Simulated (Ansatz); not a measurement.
A distorted cell of Ge (diamond):

```xyz
4
Lattice="0.0000 5.7622 5.7622 2.8811 0.0000 2.8811 2.8811 2.8811 0.0000" Properties=species:S:1:pos:R:3 pbc="T T T"
Ge     2.9068     2.8343     2.9536
Ge     2.8554     5.8090     5.6897
Ge     4.2960     4.3685     4.2492
Ge     4.3473     7.1560     7.2752
```

Calculation: PBE (plane waves to 420 eV, PAW, scalar-relativistic; Ansatz, an electronic-structure program). k mesh 7×14×14 (Γ-centred), Fermi-Dirac smearing 0.05 eV. Compression counts positive. With partly filled bands, energies and forces of such displacements shift with the k mesh and the smearing. Ge was relaxed with its symmetry unable to fall. The PAW data are Ansatz's earlier set.

Task: What forces act on the atoms (eV/Å, Cartesian)?

Result: 
| atom | Fx | Fy | Fz |
|---|---|---|---|
| Ge1 | -0.187 | 0.717 | -1.227 |
| Ge2 | 0.801 | -1.056 | 1.443 |
| Ge3 | 0.187 | -0.717 | 1.227 |
| Ge4 | -0.801 | 1.056 | -1.443 |

Task: What is the stress tensor (GPa)?

Result: 
```
    1.4     -0.5      0.4
   -0.5      1.1     -0.8
    0.4     -0.8      0.6
```
The pressure, a third of the trace, is 1.0 GPa.

(For displaced atoms, the force is minus the slope of the energy, and its curvature is a force constant, which sets phonon frequencies.)
